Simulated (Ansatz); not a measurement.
The relaxed structure here is a generated cell of TiC: the first start was made by placing the elements on the sites of a structure type, and the end was not matched to a known phase here, so it may be hypothetical. Known forms of TiC include space group No. 225.

A relaxed cell of TiC (Pmma (No. 51)), relaxed on a k-mesh at least as fine as the one used below. All values below come from r2SCAN (plane waves to 500 eV, PAW, scalar-relativistic; Ansatz, a first-principles code). Γ-centred k-mesh 6×6×12 on the run's cell (coarser than for final values), Fermi–Dirac smearing 0.05 eV.

```xyz
8
Lattice="5.3961 0.0000 0.0000 0.0000 5.7748 0.0000 0.0000 0.0000 2.7754" Properties=species:S:1:pos:R:3 pbc="T T T"
Ti     1.3490     0.0000     0.6630
Ti     1.3490     2.8874     0.6630
Ti     4.0471     0.0000     2.1124
Ti     4.0471     2.8874     2.1124
C      2.6980     1.4437     1.3877
C      2.6980     4.3311     1.3877
C      0.0000     1.4437     1.3877
C      0.0000     4.3311     1.3877
```

The atoms are displaced along an unstable phonon of this cell by (Å):

```
atom      ux     uy      uz
----  ------  -----  ------
Ti1    0.000  0.000   0.000
Ti2    0.000  0.000   0.000
Ti3    0.000  0.000   0.000
Ti4    0.000  0.000   0.000
C5    -0.087  0.000   0.122
C6     0.087  0.000  -0.122
C7    -0.087  0.000  -0.122
C8     0.087  0.000   0.122
```

Problem. What forces (eV/Å) and pressure result?

Solution. 
```json
[
 {"atom": "Ti1", "Fx": "0.00", "Fy": "0.00", "Fz": "0.11"},
 {"atom": "Ti2", "Fx": "0.00", "Fy": "0.00", "Fz": "0.11"},
 {"atom": "Ti3", "Fx": "0.00", "Fy": "0.00", "Fz": "-0.11"},
 {"atom": "Ti4", "Fx": "0.00", "Fy": "0.00", "Fz": "-0.11"},
 {"atom": "C5", "Fx": "-0.12", "Fy": "0.00", "Fz": "0.20"},
 {"atom": "C6", "Fx": "0.12", "Fy": "0.00", "Fz": "-0.20"},
 {"atom": "C7", "Fx": "-0.12", "Fy": "0.00", "Fz": "-0.20"},
 {"atom": "C8", "Fx": "0.12", "Fy": "0.00", "Fz": "0.20"}
]
```

Pressure -0.2 GPa.

The undisplaced cell is probably no minimum: from this displacement the run went on to P6₃/mmc (No. 194), 0.41 eV/atom below it.

No spin polarisation in the result.
